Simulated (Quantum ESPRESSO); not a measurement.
# In3TiO5N: one run as intended and one with a planted mistake

A calculation, not a measurement. The program is pw.x of Quantum ESPRESSO 7.5 (plane-wave density functional theory). The cell is made up: 10 atoms on a corundum lattice, with randomly drawn elements, strain and displacements, not relaxed. PseudoDojo standard norm-conserving files (v0.5 for PBE, v0.4.1 for LDA and PBEsol) set the functional; there is no spin polarisation, spin-orbit coupling or dispersion term, and the masses in the input are unused placeholders.

Intended input:

```
&control calculation='scf', pseudo_dir='./dojo.nc.sr.pbe.v0_5.standard.upf', outdir='./o', disk_io='low', tprnfor=.true., tstress=.true. /
&system ibrav=0, nat=10, ntyp=4, nbnd=49, ecutwfc=84.00895049, nosym=.true., tot_charge=0,
 occupations='smearing', smearing='fd', degauss=0.0018374661
/
&electrons conv_thr=7.350e-09, electron_maxstep=60, /
ATOMIC_SPECIES
In 1.0 In.upf
N 1.0 N.upf
O 1.0 O.upf
Ti 1.0 Ti.upf
CELL_PARAMETERS angstrom
2.7401 1.6096 4.9397
-2.7458 1.6204 4.9394
0.0065 -3.2277 4.9388
ATOMIC_POSITIONS angstrom
In -0.0083 -0.142 5.2741
In 0.0891 -0.0786 2.1394
In 0.0636 -0.0876 9.5915
Ti -0.0317 -0.0508 12.5927
O -1.1401 1.7795 8.6552
O -0.8647 -1.7508 8.5137
O 2.0421 0.1085 8.592
N 0.9576 -1.6279 6.0569
O 0.7099 1.7799 6.1415
O -1.9061 -0.1278 6.1484
K_POINTS automatic
5 5 5 1 1 1
```

The log is shortened where brackets say so; the opening notice, blank lines, dates and the lines on written files are dropped, and the path of the files is cut. It prints rydbergs, bohrs and kilobars, and counts compression as positive stress.

Log of the intended run:

```
     Program PWSCF v.7.5
     Parallel version (MPI & OpenMP), running on       4 processor cores
     Number of MPI processes:                 4
     Threads/MPI process:                     1
     [start-up lines left out]
     bravais-lattice index     =            0
     lattice parameter (alat)  =      11.0996  a.u.
     unit-cell volume          =     885.5147 (a.u.)^3
     number of atoms/cell      =           10
     number of atomic types    =            4
     number of electrons       =        86.00
     number of Kohn-Sham states=           49
     kinetic-energy cutoff     =      84.0090  Ry
     charge density cutoff     =     336.0358  Ry
     scf convergence threshold =      7.3E-09
     mixing beta               =       0.7000
     number of iterations used =            8  plain     mixing
     Exchange-correlation= PBE
                           (   1   4   3   4   0   0   0)
     [axes and pseudopotential details left out]
   Cartesian axes
     site n.     atom                  positions (alat units)
         1        In     tau(   1) = (  -0.0014131  -0.0241758   0.8979277  )
         2        In     tau(   2) = (   0.0151695  -0.0133818   0.3642378  )
         3        In     tau(   3) = (   0.0108280  -0.0149141   1.6329750  )
         4        Ti     tau(   4) = (  -0.0053970  -0.0086488   2.1439362  )
         5        O      tau(   5) = (  -0.1941046   0.3029640   1.4735677  )
         6        O      tau(   6) = (  -0.1472172  -0.2980777   1.4494770  )
         7        O      tau(   7) = (   0.3476722   0.0184724   1.4628078  )
         8        N      tau(   8) = (   0.1630336  -0.2771537   1.0312012  )
         9        O      tau(   9) = (   0.1208621   0.3030321   1.0456045  )
        10        O      tau(  10) = (  -0.3245179  -0.0217582   1.0467793  )
     number of k points=    63  Fermi-Dirac smearing, width (Ry)=  0.0018
                       cart. coord. in units 2pi/alat
        k(    1) = (  -0.0000065  -0.0000184   0.1189164), wk =   0.0320000
        k(    2) = (  -0.0004885  -0.2426085   0.1982316), wk =   0.0320000
     [further k points left out]
     Dense  grid:    92201 G-vectors     FFT dimensions: (  72,  72,  72)
     Estimated max dynamical RAM per process >     285.10 MB
     Estimated total dynamical RAM >       1.05 GB
     Initial potential from superposition of free atoms
     starting charge      85.9867, renormalised to      86.0000
     Starting wfcs are   61 randomized atomic wfcs
     total cpu time spent up to now is        8.4 secs
     per-process dynamical memory:   234.5 Mb
     Self-consistent Calculation
     iteration #  1     ecut=    84.01 Ry     beta= 0.70
     Davidson diagonalization with overlap
     ethr =  1.00E-02,  avg # of iterations =  2.0
     total cpu time spent up to now is       21.6 secs
     total energy              =    -701.64850137 Ry
     estimated scf accuracy    <       3.86971688 Ry
     iteration #  2     ecut=    84.01 Ry     beta= 0.70
     Davidson diagonalization with overlap
     ethr =  4.50E-03,  avg # of iterations =  6.1
     total cpu time spent up to now is       41.8 secs
     total energy              =    -697.75959305 Ry
     estimated scf accuracy    <      51.32231069 Ry
     [iterations 3 to 14 left out]
     iteration # 15     ecut=    84.01 Ry     beta= 0.70
     Davidson diagonalization with overlap
     ethr =  1.62E-10,  avg # of iterations =  4.9
     total cpu time spent up to now is      243.8 secs
     total energy              =    -703.76518695 Ry
     estimated scf accuracy    <       0.00000003 Ry
     iteration # 16     ecut=    84.01 Ry     beta= 0.70
     Davidson diagonalization with overlap
     ethr =  3.25E-11,  avg # of iterations =  2.0
     total cpu time spent up to now is      257.5 secs
     End of self-consistent calculation
     [lines on levels left out]
!    total energy              =    -703.76518695 Ry
     estimated scf accuracy    <          6.2E-09 Ry
     smearing contrib. (-TS)   =      -0.00000000 Ry
     internal energy E=F+TS    =    -703.76518695 Ry
     The total energy is F=E-TS. E is the sum of the following terms:
     one-electron contribution =    -180.03582408 Ry
     hartree contribution      =     153.30718768 Ry
     xc contribution           =    -185.72567390 Ry
     ewald contribution        =    -491.31087664 Ry
     convergence has been achieved in  16 iterations
     Forces acting on atoms (cartesian axes, Ry/au):
     atom    1 type  1   force =    -0.01743618    0.10249268   -0.01178441
     atom    2 type  1   force =    -0.04047716    0.05918381   -0.03811301
     atom    3 type  1   force =    -0.05471967    0.01520240   -0.02643950
     atom    4 type  4   force =    -0.01285777   -0.01397710    0.01220531
     atom    5 type  3   force =     0.08690859    0.04617315   -0.03694040
     atom    6 type  3   force =    -0.07636757   -0.01144996   -0.02351654
     atom    7 type  3   force =    -0.01513828   -0.06411619   -0.03827726
     atom    8 type  2   force =     0.15048834   -0.08101735    0.08625386
     atom    9 type  3   force =     0.00881487    0.01397626    0.06399709
     atom   10 type  3   force =    -0.02921516   -0.06646770    0.01261486
     Total force =     0.302979     Total SCF correction =     0.000180
     Computing stress (Cartesian axis) and pressure
          total   stress  (Ry/bohr**3)                   (kbar)     P=      -29.25
  -0.00031675  -0.00020365   0.00009815          -46.60      -29.96       14.44
  -0.00020365  -0.00014678  -0.00009406          -29.96      -21.59      -13.84
   0.00009815  -0.00009406  -0.00013295           14.44      -13.84      -19.56
     init_run     :      7.70s CPU      8.07s WALL (       1 calls)
     electrons    :    247.79s CPU    249.25s WALL (       1 calls)
     forces       :      1.87s CPU      1.93s WALL (       1 calls)
     stress       :      6.01s CPU      6.05s WALL (       1 calls)
     [timing details left out]
     PWSCF        :   4m23.70s CPU   4m25.73s WALL
     JOB DONE.
```

A second run has one planted mistake: the smearing is too wide. The input lines that differ, file-writing options aside:

```
- &system ibrav=0, nat=10, ntyp=4, nbnd=49, ecutwfc=84.00895049, nosym=.true., tot_charge=0,
+ &system ibrav=0, nat=10, ntyp=4, nbnd=67, ecutwfc=84.00895049, nosym=.true., tot_charge=0,
-  occupations='smearing', smearing='fd', degauss=0.0018374661
+  occupations='smearing', smearing='fd', degauss=0.0323394035
```

Its log:

```
     Program PWSCF v.7.5
     Parallel version (MPI & OpenMP), running on       4 processor cores
     Number of MPI processes:                 4
     Threads/MPI process:                     1
     [start-up lines left out]
     bravais-lattice index     =            0
     lattice parameter (alat)  =      11.0996  a.u.
     unit-cell volume          =     885.5147 (a.u.)^3
     number of atoms/cell      =           10
     number of atomic types    =            4
     number of electrons       =        86.00
     number of Kohn-Sham states=           67
     kinetic-energy cutoff     =      84.0090  Ry
     charge density cutoff     =     336.0358  Ry
     scf convergence threshold =      7.3E-09
     mixing beta               =       0.7000
     number of iterations used =            8  plain     mixing
     Exchange-correlation= PBE
                           (   1   4   3   4   0   0   0)
     [axes and pseudopotential details left out]
   Cartesian axes
     site n.     atom                  positions (alat units)
         1        In     tau(   1) = (  -0.0014131  -0.0241758   0.8979277  )
         2        In     tau(   2) = (   0.0151695  -0.0133818   0.3642378  )
         3        In     tau(   3) = (   0.0108280  -0.0149141   1.6329750  )
         4        Ti     tau(   4) = (  -0.0053970  -0.0086488   2.1439362  )
         5        O      tau(   5) = (  -0.1941046   0.3029640   1.4735677  )
         6        O      tau(   6) = (  -0.1472172  -0.2980777   1.4494770  )
         7        O      tau(   7) = (   0.3476722   0.0184724   1.4628078  )
         8        N      tau(   8) = (   0.1630336  -0.2771537   1.0312012  )
         9        O      tau(   9) = (   0.1208621   0.3030321   1.0456045  )
        10        O      tau(  10) = (  -0.3245179  -0.0217582   1.0467793  )
     number of k points=    63  Fermi-Dirac smearing, width (Ry)=  0.0323
                       cart. coord. in units 2pi/alat
        k(    1) = (  -0.0000065  -0.0000184   0.1189164), wk =   0.0320000
        k(    2) = (  -0.0004885  -0.2426085   0.1982316), wk =   0.0320000
     [further k points left out]
     Dense  grid:    92201 G-vectors     FFT dimensions: (  72,  72,  72)
     Estimated max dynamical RAM per process >     351.93 MB
     Estimated total dynamical RAM >       1.31 GB
     Initial potential from superposition of free atoms
     starting charge      85.9867, renormalised to      86.0000
     Starting wfcs are   61 randomized atomic wfcs +    6 random wfcs
     total cpu time spent up to now is        9.5 secs
     per-process dynamical memory:   284.3 Mb
     Self-consistent Calculation
     iteration #  1     ecut=    84.01 Ry     beta= 0.70
     Davidson diagonalization with overlap
     ethr =  1.00E-02,  avg # of iterations =  6.2
     total cpu time spent up to now is       35.4 secs
     total energy              =    -701.77478047 Ry
     estimated scf accuracy    <       3.74030905 Ry
     iteration #  2     ecut=    84.01 Ry     beta= 0.70
     Davidson diagonalization with overlap
     ethr =  4.35E-03,  avg # of iterations =  2.0
     total cpu time spent up to now is       58.8 secs
     total energy              =    -697.94049501 Ry
     estimated scf accuracy    <      50.79932813 Ry
     [iterations 3 to 12 left out]
     iteration # 13     ecut=    84.01 Ry     beta= 0.70
     Davidson diagonalization with overlap
     ethr =  7.97E-10,  avg # of iterations =  1.8
     total cpu time spent up to now is      285.9 secs
     total energy              =    -703.79617385 Ry
     estimated scf accuracy    <       0.00000012 Ry
     iteration # 14     ecut=    84.01 Ry     beta= 0.70
     Davidson diagonalization with overlap
     ethr =  1.34E-10,  avg # of iterations =  2.0
     total cpu time spent up to now is      307.3 secs
     End of self-consistent calculation
     [lines on levels left out]
!    total energy              =    -703.79617386 Ry
     estimated scf accuracy    <          2.8E-09 Ry
     smearing contrib. (-TS)   =      -0.09244653 Ry
     internal energy E=F+TS    =    -703.70372733 Ry
     The total energy is F=E-TS. E is the sum of the following terms:
     one-electron contribution =    -180.19004720 Ry
     hartree contribution      =     153.55268680 Ry
     xc contribution           =    -185.75549030 Ry
     ewald contribution        =    -491.31087664 Ry
     convergence has been achieved in  14 iterations
     Forces acting on atoms (cartesian axes, Ry/au):
     atom    1 type  1   force =    -0.02073576    0.10925916   -0.02150481
     atom    2 type  1   force =    -0.04215725    0.05298114   -0.02800052
     atom    3 type  1   force =    -0.04703692    0.01622831   -0.03411630
     atom    4 type  4   force =     0.00047280   -0.00905765    0.01555127
     atom    5 type  3   force =     0.07614635    0.03229029   -0.02892770
     atom    6 type  3   force =    -0.06414242   -0.00963725   -0.01686795
     atom    7 type  3   force =    -0.01923108   -0.05527998   -0.03362458
     atom    8 type  2   force =     0.13603027   -0.08228801    0.08081646
     atom    9 type  3   force =     0.00883665    0.00898568    0.05722115
     atom   10 type  3   force =    -0.02818263   -0.06348169    0.00945297
     Total force =     0.281143     Total SCF correction =     0.000163
     Computing stress (Cartesian axis) and pressure
          total   stress  (Ry/bohr**3)                   (kbar)     P=      -15.29
  -0.00019503  -0.00020214   0.00009552          -28.69      -29.74       14.05
  -0.00020214  -0.00006583  -0.00011448          -29.74       -9.68      -16.84
   0.00009552  -0.00011448  -0.00005105           14.05      -16.84       -7.51
     init_run     :      8.47s CPU      9.13s WALL (       1 calls)
     electrons    :    287.95s CPU    297.86s WALL (       1 calls)
     forces       :      2.60s CPU      2.61s WALL (       1 calls)
     stress       :      8.75s CPU      8.76s WALL (       1 calls)
     [timing details left out]
     PWSCF        :   5m 8.18s CPU   5m18.86s WALL
     JOB DONE.
```

|  | intended run | run with the mistake |
| --- | --- | --- |
| free energy (eV) | -9575.213 | -9575.635 |
| smearing term -TS (eV) | 0.0000 | -1.2578 |
| pressure (GPa) | -2.92 | -1.53 |
| largest force component (eV/Å) | 3.869 | 3.497 |
| largest change of a force component (eV/Å) |  | 0.372 |
| iterations | 16 | 14 |

For scale, a rerun of the intended cell at 1437 eV and a 7 x 7 x 7 mesh moved values by no more than 0.003 eV in energy, 0.03 GPa in stress and 0.002 eV/Å in force. The number of bands, nbnd, was set by rule from the electron count and the smearing, so it follows the mistake.